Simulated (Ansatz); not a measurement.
GaP:
```xyz
2
Lattice="0.0000 2.7257 2.7257 2.7257 0.0000 2.7257 2.7257 2.7257 0.0000" Properties=species:S:1:pos:R:3 pbc="T T T"
Ga     1.3628     1.3628     1.3628
P      2.7257     2.7257     2.7257
```

Relaxed with r²SCAN.

Give the optical modes at the zone centre with their infrared and Raman activity from DFPT, r²SCAN in the plane-wave PAW code Ansatz.

Transverse frequencies, without the LO–TO term; a row sums one degenerate level.

```json
[
 {"ω (cm⁻¹)": "360", "degeneracy": "3", "IR ((D/Å)²/amu)": "14.89", "Raman (Å⁴/amu)": "150", "activity": "IR+Raman", "symmetry": "T2"}
]
```

How high does the top mode go among those that the LO–TO term moves?

397 cm⁻¹ for q along x.

Space group F-43m (zinc blende). Symmetry was held in the r²SCAN relaxation; phonons on a q-mesh show no instability. Spin–orbit coupling is left out wherever it is not named.

Potentials: the later of the program's two PAW sets.
